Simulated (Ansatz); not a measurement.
Ansatz (a program for electronic structure) input:

Ansatz 0.2 input:
```yaml
crystal:
  lattice:
    - [3.5827793301, 0.0, 0.0]
    - [-1.791389665, 3.102777916, 0.0]
    - [0.0, 0.0, 4.668382058]
  atoms:
    - { symbol: Pt, position: [0.0, 0.0, 0.0] }
    - { symbol: S, position: [0.3333333333, 0.6666666667, 0.2584146927] }
    - { symbol: S, position: [0.6666666667, 0.3333333333, 0.7415853073] }
kpoints:
  mp_grid: { grid: [28, 28, 18] }
hamiltonian:
  xc: pbe
  dispersion: d3bj
  pseudopotentials: { kind: paw }
scf:
  occupations: { method: fermi_dirac, width: 0.1 }
elastic: { mode: relaxed_ion, stencil: two_point, amplitude: 0.005, f_tol: 0.0005 }
```

Output (shortened):

```
Pseudopotential: Pt, paw, valence charge 18
Pseudopotential: S, paw, valence charge 6
Functional definition: PBE
Crystal: 3 atoms, lattice volume = 51.896 Å³
Basis set: ecut = 420 eV, 993 PW (Γ), exchange–correlation on 50×50×64 points (8 copies of the dense FFT grid, shifted against one another)
Bands: 19, of which v1, the nominal top of the filled ones, is band 15 counted from 1 (14 counted from 0)
Symmetry: 12 space group operations
Space group: P-3m1 (ITA 164), of the structure as read, at distance tolerance 3.7e-5 Å
k-points: 1320 of 14112
SCF 1 converged in 11 iterations: F = -14329.470412 eV  dr2 = 3.13e-14
relax step   1: F+E_penalty+E_count = -14329.47041150 eV  Δ(F+E_penalty+E_count) = +0.000e0 eV  max|allowed force component| = 1.517e-2 eV/Å  Δτ_max = 0.0000 Å  (11 SCF iters, accepted)
Crystal: 3 atoms, lattice volume = 51.896 Å³
SCF 2 converged in 11 iterations: F = -14329.470428 eV  dr2 = 3.03e-14
relax step   2: F+E_penalty+E_count = -14329.47042834 eV  Δ(F+E_penalty+E_count) = -1.684e-5 eV  max|allowed force component| = 3.550e-3 eV/Å  Δτ_max = 0.0014 Å  (11 SCF iters, accepted)
Crystal: 3 atoms, lattice volume = 51.896 Å³
SCF 3 converged in 8 iterations: F = -14329.470429 eV  dr2 = 3.27e-14
relax step   3: F+E_penalty+E_count = -14329.47042931 eV  Δ(F+E_penalty+E_count) = -9.762e-7 eV  max|allowed force component| = 2.890e-6 eV/Å  Δτ_max = 0.0003 Å  (8 SCF iters, accepted)
Crystal: 3 atoms, lattice volume = 51.896 Å³
SCF 4 converged in 10 iterations: F = -14329.470429 eV  dr2 = 2.93e-16
Crystal: 3 atoms, lattice volume = 51.637 Å³
Basis set: ecut = 420 eV, 985 PW (Γ), exchange–correlation on 50×50×64 points (8 copies of the dense FFT grid, shifted against one another)
Symmetry: 4 space group operations
k-points: 3670 of 14112
SCF 5 converged in 12 iterations: F = -14329.469211 eV  dr2 = 5.09e-15
relax step   1: F+E_penalty+E_count = -14329.46921144 eV  Δ(F+E_penalty+E_count) = +0.000e0 eV  max|allowed force component| = 5.510e-2 eV/Å  Δτ_max = 0.0000 Å  (12 SCF iters, accepted)
Crystal: 3 atoms, lattice volume = 51.637 Å³
SCF 6 converged in 9 iterations: F = -14329.469496 eV  dr2 = 7.86e-14
relax step   2: F+E_penalty+E_count = -14329.46949648 eV  Δ(F+E_penalty+E_count) = -2.850e-4 eV  max|allowed force component| = 8.884e-3 eV/Å  Δτ_max = 0.0046 Å  (9 SCF iters, accepted)
Crystal: 3 atoms, lattice volume = 51.637 Å³
SCF 7 converged in 8 iterations: F = -14329.469504 eV  dr2 = 3.84e-15
relax step   3: F+E_penalty+E_count = -14329.46950364 eV  Δ(F+E_penalty+E_count) = -7.159e-6 eV  max|allowed force component| = 2.674e-3 eV/Å  Δτ_max = 0.0006 Å  (8 SCF iters, accepted)
Crystal: 3 atoms, lattice volume = 51.637 Å³
SCF 8 converged in 8 iterations: F = -14329.469504 eV  dr2 = 1.19e-14
relax step   4: F+E_penalty+E_count = -14329.46950442 eV  Δ(F+E_penalty+E_count) = -7.853e-7 eV  max|allowed force component| = 2.154e-5 eV/Å  Δτ_max = 0.0003 Å  (8 SCF iters, accepted)
Crystal: 3 atoms, lattice volume = 51.637 Å³
SCF 9 converged in 10 iterations: F = -14329.469504 eV  dr2 = 2.31e-16
Crystal: 3 atoms, lattice volume = 52.156 Å³
Basis set: ecut = 420 eV, 995 PW (Γ), exchange–correlation on 50×50×64 points (8 copies of the dense FFT grid, shifted against one another)
SCF 10 converged in 11 iterations: F = -14329.469227 eV  dr2 = 9.17e-14
relax step   1: F+E_penalty+E_count = -14329.46922664 eV  Δ(F+E_penalty+E_count) = +0.000e0 eV  max|allowed force component| = 5.301e-2 eV/Å  Δτ_max = 0.0000 Å  (11 SCF iters, accepted)
Crystal: 3 atoms, lattice volume = 52.156 Å³
SCF 11 converged in 9 iterations: F = -14329.469504 eV  dr2 = 8.52e-14
relax step   2: F+E_penalty+E_count = -14329.46950386 eV  Δ(F+E_penalty+E_count) = -2.772e-4 eV  max|allowed force component| = 2.516e-3 eV/Å  Δτ_max = 0.0046 Å  (9 SCF iters, accepted)
Crystal: 3 atoms, lattice volume = 52.156 Å³
SCF 12 converged in 8 iterations: F = -14329.469504 eV  dr2 = 1.57e-14
relax step   3: F+E_penalty+E_count = -14329.46950447 eV  Δ(F+E_penalty+E_count) = -6.020e-7 eV  max|allowed force component| = 1.250e-5 eV/Å  Δτ_max = 0.0002 Å  (8 SCF iters, accepted)
Crystal: 3 atoms, lattice volume = 52.156 Å³
SCF 13 converged in 10 iterations: F = -14329.469504 eV  dr2 = 5.85e-17
Crystal: 3 atoms, lattice volume = 51.637 Å³
SCF 14 converged in 12 iterations: F = -14329.470219 eV  dr2 = 1.80e-14
relax step   1: F+E_penalty+E_count = -14329.47021880 eV  Δ(F+E_penalty+E_count) = +0.000e0 eV  max|allowed force component| = 6.684e-2 eV/Å  Δτ_max = 0.0000 Å  (12 SCF iters, accepted)
Crystal: 3 atoms, lattice volume = 51.637 Å³
SCF 15 converged in 10 iterations: F = -14329.470561 eV  dr2 = 1.09e-14
relax step   2: F+E_penalty+E_count = -14329.47056134 eV  Δ(F+E_penalty+E_count) = -3.425e-4 eV  max|allowed force component| = 6.049e-4 eV/Å  Δτ_max = 0.0052 Å  (10 SCF iters, accepted)
Crystal: 3 atoms, lattice volume = 51.637 Å³
SCF 16 converged in 7 iterations: F = -14329.470561 eV  dr2 = 4.09e-14
relax step   3: F+E_penalty+E_count = -14329.47056137 eV  Δ(F+E_penalty+E_count) = -2.819e-8 eV  max|allowed force component| = 2.084e-6 eV/Å  Δτ_max = 0.0000 Å  (7 SCF iters, accepted)
Crystal: 3 atoms, lattice volume = 51.637 Å³
SCF 17 converged in 10 iterations: F = -14329.470561 eV  dr2 = 8.67e-17
Crystal: 3 atoms, lattice volume = 52.156 Å³
SCF 18 converged in 12 iterations: F = -14329.469642 eV  dr2 = 7.99e-15
relax step   1: F+E_penalty+E_count = -14329.46964161 eV  Δ(F+E_penalty+E_count) = +0.000e0 eV  max|allowed force component| = 6.652e-2 eV/Å  Δτ_max = 0.0000 Å  (12 SCF iters, accepted)
Crystal: 3 atoms, lattice volume = 52.156 Å³
SCF 19 converged in 10 iterations: F = -14329.469988 eV  dr2 = 1.18e-14
relax step   2: F+E_penalty+E_count = -14329.46998762 eV  Δ(F+E_penalty+E_count) = -3.460e-4 eV  max|allowed force component| = 9.228e-4 eV/Å  Δτ_max = 0.0051 Å  (10 SCF iters, accepted)
Crystal: 3 atoms, lattice volume = 52.156 Å³
SCF 20 converged in 7 iterations: F = -14329.469988 eV  dr2 = 5.54e-14
relax step   3: F+E_penalty+E_count = -14329.46998769 eV  Δ(F+E_penalty+E_count) = -6.626e-8 eV  max|allowed force component| = 3.457e-6 eV/Å  Δτ_max = 0.0001 Å  (7 SCF iters, accepted)
Crystal: 3 atoms, lattice volume = 52.156 Å³
SCF 21 converged in 9 iterations: F = -14329.469988 eV  dr2 = 5.70e-14
Crystal: 3 atoms, lattice volume = 51.896 Å³
SCF 22 converged in 10 iterations: F = -14329.469994 eV  dr2 = 6.66e-14
relax step   1: F+E_penalty+E_count = -14329.46999426 eV  Δ(F+E_penalty+E_count) = +0.000e0 eV  max|allowed force component| = 4.952e-2 eV/Å  Δτ_max = 0.0000 Å  (10 SCF iters, accepted)
Crystal: 3 atoms, lattice volume = 51.896 Å³
SCF 23 converged in 8 iterations: F = -14329.470201 eV  dr2 = 8.37e-14
relax step   2: F+E_penalty+E_count = -14329.47020115 eV  Δ(F+E_penalty+E_count) = -2.069e-4 eV  max|allowed force component| = 1.882e-2 eV/Å  Δτ_max = 0.0030 Å  (8 SCF iters, accepted)
Crystal: 3 atoms, lattice volume = 51.896 Å³
SCF 24 converged in 9 iterations: F = -14329.470234 eV  dr2 = 2.77e-14
relax step   3: F+E_penalty+E_count = -14329.47023360 eV  Δ(F+E_penalty+E_count) = -3.244e-5 eV  max|allowed force component| = 4.451e-3 eV/Å  Δτ_max = 0.0023 Å  (9 SCF iters, accepted)
Crystal: 3 atoms, lattice volume = 51.896 Å³
SCF 25 converged in 8 iterations: F = -14329.470236 eV  dr2 = 5.37e-14
relax step   4: F+E_penalty+E_count = -14329.47023635 eV  Δ(F+E_penalty+E_count) = -2.753e-6 eV  max|allowed force component| = 5.978e-6 eV/Å  Δτ_max = 0.0005 Å  (8 SCF iters, accepted)
Crystal: 3 atoms, lattice volume = 51.896 Å³
SCF 26 converged in 10 iterations: F = -14329.470236 eV  dr2 = 2.60e-15
Crystal: 3 atoms, lattice volume = 51.896 Å³
SCF 27 converged in 10 iterations: F = -14329.469998 eV  dr2 = 6.14e-14
relax step   1: F+E_penalty+E_count = -14329.46999783 eV  Δ(F+E_penalty+E_count) = +0.000e0 eV  max|allowed force component| = 4.893e-2 eV/Å  Δτ_max = 0.0000 Å  (10 SCF iters, accepted)
Crystal: 3 atoms, lattice volume = 51.896 Å³
SCF 28 converged in 9 iterations: F = -14329.470239 eV  dr2 = 2.49e-14
relax step   2: F+E_penalty+E_count = -14329.47023875 eV  Δ(F+E_penalty+E_count) = -2.409e-4 eV  max|allowed force component| = 1.139e-3 eV/Å  Δτ_max = 0.0049 Å  (9 SCF iters, accepted)
Crystal: 3 atoms, lattice volume = 51.896 Å³
SCF 29 converged in 7 iterations: F = -14329.470239 eV  dr2 = 5.56e-14
relax step   3: F+E_penalty+E_count = -14329.47023890 eV  Δ(F+E_penalty+E_count) = -1.452e-7 eV  max|allowed force component| = 1.144e-5 eV/Å  Δτ_max = 0.0001 Å  (7 SCF iters, accepted)
Crystal: 3 atoms, lattice volume = 51.896 Å³
SCF 30 converged in 10 iterations: F = -14329.470239 eV  dr2 = 1.27e-16
SCF converged after 10 iterations
Stability not checked: this state was not tested for a lower state beside it, because too few of the mixer's solves of this state at the end of the SCF gave a …
Free energy (F): -14329.470429 eV
Harris-Foulkes:  -14329.470429 eV  (|F-HF|=5.46e-12)
Internal energy: -14329.461905 eV  (E = F + TS)
E sigma→0 (E₀):  -14329.466167 eV
Entropy (-TS):   -0.008525 eV (-2.842 meV/atom)
Fermi energy:    12.320402 eV
--- Per-component energies (eV) ---
  E_band       = -287.881758
  E_kinetic    = 851.002552
  E_local      = -2786.847499  (includes V_loc(G=0)·N_el)
  E_nonlocal   = 255.467500
  E_hartree    = 1084.341498
  E_xc         = -456.438185
  E_vxc        = -478.423708  (∫ρ·V_xc dr)
  E_paw        = -10653.925560  (= ΣΔE_a)
  E_vpaw       = -297.763792  (= ΣTr[D̂ρ^β])
  E_aug_tail   = 0.000192  (compensation charges beyond the density's cutoff)
  E_ewald      = -2621.709345
  E_disp       = -1.353058  (pairwise vdW)
  E_smearing   = -0.008525  (= −TS)
  E_closure    = 0.000000  (closes the sum)
  Σ components = -14329.470429   (vs F -14329.470429, Δ=0.00e0)
--- Forces (eV/Å), atoms counted from 1 ---
  atom   1  Pt     0.00000000     0.00000000     0.00000000
  atom   2  S      0.00000000     0.00000000    -0.00000290
  atom   3  S      0.00000000     0.00000000     0.00000290
  max |Σ_I F_I| component: 4.63e-18 eV/Å
--- Stress (GPa, compression-positive) ---
       -0.003642       0.000000       0.000000
        0.000000      -0.003642       0.000000
        0.000000       0.000000      -0.179579
  P = ⅓ Tr σ = -0.0623 GPa (-0.623 kbar)
--- Band table (eV; the first three rows and the last of 1320) ---
  k-point 0: bands = ["-87.4457", "-41.6820", "-41.6820", "-41.5680", "-3.5410", "-0.1205", "4.7965", "5.3449", "5.3449", "8.1880", "8.1880", "9.9378", "10.8178", "10.8178", "12.4602", "13.5838", "13.5838", "16.0181", "17.4042"]
  k-point 1: bands = ["-87.4457", "-41.6820", "-41.6820", "-41.5680", "-3.5264", "-0.1637", "4.8510", "5.3469", "5.3469", "8.1859", "8.1859", "9.9310", "10.7990", "10.7990", "12.3971", "13.6158", "13.6158", "16.0522", "17.4697"]
  k-point 2: bands = ["-87.4457", "-41.6820", "-41.6820", "-41.5680", "-3.4828", "-0.2865", "5.0073", "5.3528", "5.3528", "8.1800", "8.1800", "9.9089", "10.7464", "10.7464", "12.2218", "13.7073", "13.7073", "16.1539", "17.6520"]
  k-point 1319: bands = ["-87.4453", "-41.6963", "-41.6949", "-41.5653", "-1.2638", "-1.2141", "5.4175", "5.4368", "5.9946", "7.5943", "7.6934", "7.9262", "8.6280", "9.8308", "9.9043", "14.3730", "14.4263", "19.0565", "19.7566"]
--- Elastic constants: 3 strain directions × 2 members + reference (group order 12) ---
  dense FFT box of the reference and of every strained cell: 25×25×32
  strains applied: 11, 33, 23; error gains …
  pairwise dispersion correction: d3bj (s6 = 1.0, s8 = 0.7875, a1 = 0.4289, a2_bohr = 4.4407), with the weights of each atom's references fixed at the …
  reference relaxed by the batch: 3 steps …
  largest displacement 1.2e-3 Å; the constants are those of the deck's cell at these positions:
  atoms:
    - { symbol: Pt, position: [0.0, 0.0, 0.0] }
    - { symbol: S, position: [0.33333333333333326, 0.6666666666666665, 0.2586662567144665] }
    - { symbol: S, position: [0.6666666666666665, 0.33333333333333326, 0.7413337432855337] }
  C = ∂σ_k/∂η_j (tension-positive GPa; Voigt order 11 22 33 23 13 12):
       228.365     65.287     31.316    -26.746      0.000      0.000
        65.287    228.365     31.316     26.746      0.000      0.000
        31.143     31.143     38.115      0.000      0.000      0.000
       -26.757     26.757      0.000     47.366      0.000      0.000
         0.000      0.000      0.000      0.000     47.366    -26.757
         0.000      0.000      0.000      0.000    -26.746     81.539
  reference stress σ⁰ (GPa):      0.004      0.004      0.180      0.000      0.000      0.000
  moduli (Voigt/Reuss/Hill, GPa): K = 83.37/37.73/60.55   G = 59.73/36.75/48.24   E = 114.35   ν = 0.185
  mechanically stable: yes (min eigenvalue of sym C = 30.70 GPa)
  strain η (Voigt 11):  stress-route row diagonal C_11 = 228.37 GPa, energy-path curvature d²(F+E_count+ΔE)/dδ²/Ω₀ = 228.37 GPa
         δ    σ_11 (GPa)             F (eV)   n_scf  n_hpsi   n_pw
    -5.000e-3      -1.1493      -14329.4695044      10  1307240   1028   relax 4 steps, max|allowed force component| 2.15e-5 eV/Å
     5.000e-3       1.1344      -14329.4695045      10  1337002   1041   relax 3 steps, max|allowed force component| 1.25e-5 eV/Å
  strain η (Voigt 33):  stress-route row diagonal C_33 = 38.12 GPa, energy-path curvature d²(F+E_count+ΔE)/dδ²/Ω₀ = 38.09 GPa
         δ    σ_33 (GPa)             F (eV)   n_scf  n_hpsi   n_pw
    -5.000e-3      -0.0193      -14329.4705614      10  461751   1028   relax 3 steps, max|allowed force component| 2.08e-6 eV/Å
     5.000e-3       0.3619      -14329.4699877       9  454003   1037   relax 3 steps, max|allowed force component| 3.46e-6 eV/Å
  strain η (Voigt 23):  stress-route row diagonal C_44 = 47.37 GPa, energy-path curvature d²(F+E_count+ΔE)/dδ²/Ω₀ = 47.32 GPa
         δ    σ_23 (GPa)             F (eV)   n_scf  n_hpsi   n_pw
    -5.000e-3      -0.2389      -14329.4702364      10  1326238   1035   relax 4 steps, max|allowed force component| 5.98e-6 eV/Å
     5.000e-3       0.2347      -14329.4702389      10  1306082   1035   relax 3 steps, max|allowed force component| 1.14e-5 eV/Å
```

Cost: about 60 core-minutes (a rough figure) on shared cores.

The cell was relaxed with PBE+D3(BJ) under the symmetry of its start; of distortions, only those at the zone centre were tested. No spin polarisation was allowed. As this level gives no gap, shear constants depend on the k-mesh and smearing (Fermi–Dirac, 0.1 eV here). Spin–orbit coupling is left out wherever it is not named.

Potentials: the later of the program's two PAW sets.

Ansatz is a plane-wave DFT program.
